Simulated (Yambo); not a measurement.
NaF (rock salt, space group Fm-3m, No. 225) under isotropic strain of -3 % on all lattice vectors; a = b = c = 3.1739 Å, α = β = γ = 60.00°. With the G0W0 scissor the direct gap on the mesh is 11.36 eV.

### Question
Can the lowest exciton of this BSE run be trusted, and with what binding energy? (Yambo, PBEsol bands; 10×10×10 mesh, 3 valence and 1 conduction bands, static screening with 15 bands and a 4 Ry block, scissor 4.63 eV, Tamm-Dancoff.)

### Answer
The mesh holds a bound state, but the numbers are provisional. These are vertical excitations (zero momentum). The lowest state lies at 9.50 eV (strong for light along x, 3 states within 2 meV), the direct quasiparticle gap on this mesh at 11.36 eV. Its binding energy, counted from that gap, is 1.86 eV; it spreads over about 58 k points of the mesh. Convergence with the mesh was not shown. The scissor comes from a G0W0 run whose convergence isn't established. 

Geometry strained from the cell relaxed with PBEsol, atoms relaxed again.
